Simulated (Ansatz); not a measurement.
The relaxed structure here is a generated cell of Bi: the first start was made by placing the elements on the sites of a structure type, and the end was not matched to a known phase here, so it may be hypothetical. Known forms of Bi include space group No. 166.

The end point of a relaxation of Bi. Space group Fm-3m (No. 225), fcc (Cu type). Calculation: PBEsol (plane waves to 420 eV, PAW, scalar-relativistic; Ansatz, a first-principles code).

```cif
data_Bi
_chemical_formula_sum 'Bi1'
_space_group_name_H-M_alt 'P 1'
_space_group_IT_number 1
_cell_length_a 3.49538
_cell_length_b 3.49538
_cell_length_c 3.49538
_cell_angle_alpha 60.000
_cell_angle_beta 60.000
_cell_angle_gamma 60.000
loop_
_space_group_symop_operation_xyz
  'x, y, z'
loop_
_atom_site_label
_atom_site_type_symbol
_atom_site_fract_x
_atom_site_fract_y
_atom_site_fract_z
_atom_site_occupancy
Bi1 Bi 0.00000 0.00000 0.00000 1
```

```json
{
 "volume_per_atom": "30.20 Å³",
 "density": "11.49 g/cm³",
 "band_gap": "no gap (metallic)",
 "shortest_distances": "Bi–Bi 3.50 Å",
 "k-mesh": "16×16×16"
}
```

No spin polarisation in the result.

The run could not lose the symmetry of its start: the end is stationary, and may be a saddle point rather than a minimum.
